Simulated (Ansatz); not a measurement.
Zr (hcp (Mg type)), relaxed and computed with several functionals in Ansatz (plane waves, PAW).

| functional | a (Å) | c (Å) | V (Å³/atom) |
|---|---|---|---|
| LDA | 3.143 | 5.092 | 21.79 |
| PBEsol | 3.184 | 5.119 | 22.47 |
| r²SCAN+D4 | ___ | ___ | ___ |
| r²SCAN | 3.247 | 5.152 | 23.51 |
| PBE | 3.232 | 5.171 | 23.39 |

Task: What belongs in the gaps?

Result: 
- r²SCAN+D4, a (Å): 3.242
- r²SCAN+D4, c (Å): 5.145
- r²SCAN+D4, V (Å³/atom): 23.41

All cells were relaxed under the symmetry of their starts (and spin orders); stability against distortions was not tested throughout. Named crystals with no word on spin ran without spin polarisation. Spin–orbit coupling is left out wherever it is not named.

Potentials: the earlier of the program's two PAW sets. The files were generated under PBE; for other functionals the program regenerates the frozen cores, and for LDA and PBEsol the local potential too.

Ansatz (a first-principles code) is a plane-wave DFT program.
